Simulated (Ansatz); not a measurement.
A geometry of SnO away from equilibrium: the start of the relaxation of a relaxed SnO cell displaced along its unstable phonon at q = (½, 0, 0) of its primitive reciprocal cell (291i cm⁻¹), largest move 0.15 Å. The numbers are results of PBEsol (plane waves to 420 eV, PAW, scalar-relativistic; Ansatz, an electronic-structure program), not measurements. Γ-centred k-mesh 7×7×5 on the run's cell (coarser than for final values), Fermi–Dirac smearing 0.05 eV.

```xyz
8
Lattice="8.2287 0.0000 0.0000 -2.0572 3.5631 0.0000 0.0000 0.0000 5.1337" Properties=species:S:1:pos:R:3:forces:R:3 pbc="T T T" free_energy=-26039.424 pressure_GPa=-0.1
Sn     0.0000     2.3754     1.2747    0.0571    0.0330   -0.2803
Sn     4.1144     2.3754     1.2921    0.0571    0.0330    0.2803
Sn     2.0572     1.1877     3.8590   -0.0571   -0.0330    0.2803
Sn     6.1716     1.1877     3.8415   -0.0571   -0.0330   -0.2803
O      0.0000     2.3754     4.0003   -0.0265   -0.0153    0.6540
O      4.1144     2.3754     3.7003   -0.0265   -0.0153   -0.6540
O      2.0572     1.1877     1.1334    0.0265    0.0153   -0.6540
O      6.1716     1.1877     1.4334    0.0265    0.0153    0.6540
```

Positions in Å, forces in eV/Å, free energy of the cell in eV (comparable only within this code, potentials and settings). Largest force: 0.65 eV/Å, on O5, O6, O7, O8 (atoms numbered as listed); the geometry lies 0.29 eV/atom above the end of its relaxation.

No spin polarisation in the result.

The run could not lose the symmetry of its start: the end is stationary, and may be a saddle point rather than a minimum.

The end of the path is a generated cell of SnO: the first start was made by placing the elements on the sites of a structure type, and the end was not matched to a known phase here, so it may be hypothetical. Known forms of SnO include space group No. 129.
